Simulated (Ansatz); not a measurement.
PbAu$_{2}$ (cubic Laves, MgCu2 type)

```
PbAu2
1.0
    0.00000     3.93832     3.93832
    3.93832     0.00000     3.93832
    3.93832     3.93832     0.00000
Pb Au
2 4
Direct
  0.25000   0.25000   0.25000
  0.00000   0.00000   0.00000
  0.62500   0.62500   0.12500
  0.62500   0.12500   0.62500
  0.62500   0.62500   0.62500
  0.12500   0.62500   0.62500
```

The slice is a {111} plane (indices of the conventional cell) through the point (0.250, 0.250, 0.250) (fractional), spanned by u = [100] and v = [-1 2 0] in vectors of this cell: u (5.57 Å) and v (9.65 Å, at 90° to u). It covers one period; positions are fractions (u, v).

These are LDA (plane waves to 420 eV, PAW, scalar-relativistic; Ansatz, a program for electronic structure) values and carry that method's errors. k mesh 10×10×10. These are valence fields of a PAW run, semicore shells included where kept as valence: close to a nucleus they are smooth pseudo fields. PbAu2 was relaxed with its symmetry unable to fall. Spin-orbit coupling is left out, though Au and Pb are heavy.

### Question
Sketch the electron localisation function (ELF) on this plane as a map.

### Answer
```
|x.*=       =*.|
|**+:  .:.  :+*|
|--:  :---:  :-|
|     :-=-:    |
|::.. .---. ..:|
|+=:.. .:. ..:=|
|%#=:.     .:=#|
|@%+:       :+%|
|%#=: .-=-. :=#|
|==:..=***=..:=|
|::. -*.x.*- .:|
|..  =*xxx*=  .|
|    =*.x.*=   |
|:.  :+***+:  .|
|--:  :---:  :-|
|=-:         :-|
|--. ..:::.. .-|
|:. ..:=+=:.. .|
|   .:=#%#=:.  |
|    :+%@%+:   |
|=-. :=#%#=: .-|
|**=..:===:..=*|
|x.*- .:::. -*.|
|xx*=  ...  =*x|
```
Scale: ten equal steps from 0.13 (start of ' ') to 0.57 (end of '@'), in the order ' .:-=+*#%@'. Values: electron localisation function (ELF). The map has 14 points along u (one character each, u = 0 at the left) and 24 along v (v = 0 in the bottom row). Points within 0.5 Å of a nucleus are blanked (x), as the pseudised field means little there.
